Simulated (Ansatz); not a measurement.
Li: do energies and stresses tell the same story?

Computed with DFT PBE+D3(BJ), scalar-relativistic, plane waves, PAW (Ansatz 0.2.0).

Plane waves to 420 eV, a k mesh through Γ of 18×18×18 on the computed 1-atom cell and Gaussian smearing (0.10 eV); no spin polarisation.

Relaxed cell: Im-3m, a = 3.324 Å, b = 3.324 Å, c = 3.324 Å, α = 90.00°, β = 90.00°, γ = 90.00°, 1 atom in the primitive cell.

Energies at zero smearing and pressures from the stress tensor, at volumes with shape and atoms relaxed:
```json
{"V (Å³/atom)": "16.155", "E − E(first) (meV/atom)": "0.00", "P (GPa)": "2.437"}
{"V (Å³/atom)": "16.706", "E − E(first) (meV/atom)": "-7.08", "P (GPa)": "1.692"}
{"V (Å³/atom)": "17.256", "E − E(first) (meV/atom)": "-11.76", "P (GPa)": "1.042"}
{"V (Å³/atom)": "17.807", "E − E(first) (meV/atom)": "-14.34", "P (GPa)": "0.473"}
{"V (Å³/atom)": "18.358", "E − E(first) (meV/atom)": "-15.09", "P (GPa)": "-0.025"}
{"V (Å³/atom)": "18.909", "E − E(first) (meV/atom)": "-14.24", "P (GPa)": "-0.463"}
{"V (Å³/atom)": "19.459", "E − E(first) (meV/atom)": "-11.96", "P (GPa)": "-0.849"}
{"V (Å³/atom)": "20.194", "E − E(first) (meV/atom)": "-7.03", "P (GPa)": "-1.292"}
```

Problem. Check P = −dE/dV between neighbouring volumes, and get the bulk modulus from the pressures alone.

Solution. With 1 eV/Å³ = 160.2 GPa:
| middle V (Å³/atom) | −ΔE/ΔV (GPa) | mean P (GPa) |
| --- | --- | --- |
| 16.430 | 2.058 | 2.065 |
| 16.981 | 1.361 | 1.367 |
| 17.532 | 0.752 | 0.758 |
| 18.082 | 0.219 | 0.224 |
| 18.633 | -0.249 | -0.244 |
| 19.184 | -0.661 | -0.656 |
| 19.826 | -1.078 | -1.070 |

The two differ by 0.007 GPa at most. The mean of two end pressures misses the average over a step by about ΔV² P″/12, up to 0.008 GPa here; with that taken off 0.002 GPa remains. Around V = 18.358 Å³/atom, the two neighbours give B = −V ΔP/ΔV = 18.358 × 0.937 / 1.101 = 15.6 GPa, against B0 = 15.7 GPa from the Birch–Murnaghan fit of the energies.

Cost: 9 runs of about 1.7 core-minutes in all, on Arm Neoverse V1 (shared hosts).